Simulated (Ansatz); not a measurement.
# YSe (Fm-3m): from strained cells to moduli

```
Y Se
1.0
     0.00000    2.82151    2.82151
     2.82151    0.00000    2.82151
     2.82151    2.82151    0.00000
Y Se
1 1
Direct
  0.50000 0.50000 0.50000
  0.00000 0.00000 0.00000
```

Conventional cell: a = 5.643 Å, b = 5.643 Å, c = 5.643 Å, α = 90.00°, β = 90.00°, γ = 90.00°. Around Y (atom 1) lie 6 Se at 2.82 Å. Se (atom 2) is surrounded by 6 Y at 2.82 Å.

Computed, not measured; unless marked otherwise by LDA, all-electron LAPW in Ansatz 0.2.0, scalar-relativistic. k mesh 14×14×14, strains of ±0.005, Fermi-Dirac smearing of 0.100 eV, basis error target 1 meV/atom. The cell was relaxed by PAW under this functional.

The cell is cubic and carries a residual pressure of 0.02 GPa at this level. Each strain component that symmetry leaves independent is applied at ±0.005, the ions relax wherever a strain frees them, and the stress (tension positive, GPa) is read. Shears are engineering strains, γ = 2ε.

| strain | size | σxx | σyy | σzz | σyz | σxz | σxy |
| --- | --- | --- | --- | --- | --- | --- | --- |
| xx | -0.005 | -1.2472 | -0.1298 | -0.1298 | 0.0000 | 0.0000 | 0.0000 |
| xx | +0.005 | 1.1251 | 0.0798 | 0.0798 | 0.0000 | 0.0000 | 0.0000 |
| yz | -0.005 | -0.0244 | -0.0250 | -0.0250 | -0.0787 | 0.0000 | 0.0000 |
| yz | +0.005 | -0.0244 | -0.0250 | -0.0250 | 0.0787 | 0.0000 | 0.0000 |

A central difference gives one constant, for example C11 ≈ (1.1251 − (-1.2472))/(0.01) = 237.2 GPa; the program then imposes the crystal's symmetry on the whole matrix.

(1) What are the independent elastic constants?

(2) Do they meet the Born conditions?

(3) What moduli does a random aggregate of grains have?

(4) With the density of 6.205 g/cm³, how fast does sound travel, and what Debye temperature follows?

(5) How far do the constants move if PAW replaces LAPW in the same cell?

(6) What happens at 2 GPa (cell relaxed there)?

## Answers

(1) C11 = 237.2, C12 = 21.0, C44 = 15.7 GPa.

(2) C11 − C12 = 216.3, C11 + 2C12 = 279.2 and C44 = 15.7 GPa must all be positive, so the crystal is elastically stable; that says nothing yet of its phonons.

(3) B = (C11 + 2C12)/3 = 93.1 GPa. G_V = (C11 − C12 + 3C44)/5 = 52.7 and G_R = 5(C11 − C12)C44/(4C44 + 3(C11 − C12)) = 23.9, so G_H = 38.3 GPa. Then E = 9BG/(3B + G) = 101.1 GPa, ν = (3B − 2G)/(6B + 2G) = 0.319 and B/G = 2.43, on the ductile side of Pugh's 1.75 (a rule of thumb).

(4) 

| direction | slow (m/s) | middle (m/s) | fast (m/s) |
| --- | --- | --- | --- |
| [100] | 1593 | 1593 | 6183 |
| [110] | 1593 | 4174 | 4831 |
| [111] | 3530 | 3530 | 4287 |

The mean of v⁻³ over directions and branches gives v_m = 2487 m/s and θ_D = (ħ/k_B) v_m (6π²n)^(1/3) = 262 K, n being atoms per volume. Young's modulus spans 45 to 234 GPa over directions, and the universal anisotropy index is 6.02.

(5) 

| constant | LAPW (GPa) | PAW (GPa) | difference |
| --- | --- | --- | --- |
| C11 | 237.2 | 237.0 | -0.2 |
| C12 | 21.0 | 21.0 | 0.0 |
| C44 | 15.7 | 15.7 | 0.0 |

(6) The volume falls to 0.9798 of its value, and C11 = 259.7, C12 = 22.7, C44 = 15.8 GPa (slopes of the stress), in this structure whether or not another phase takes over.

Caveats: responses of metals move with mesh and smearing; the softest shear constant rests on one k mesh, and a soft shear can herald a distortion on cooling; the frozen-core PAW files of the compared runs were fitted under PBE, their cores solved anew for this functional.
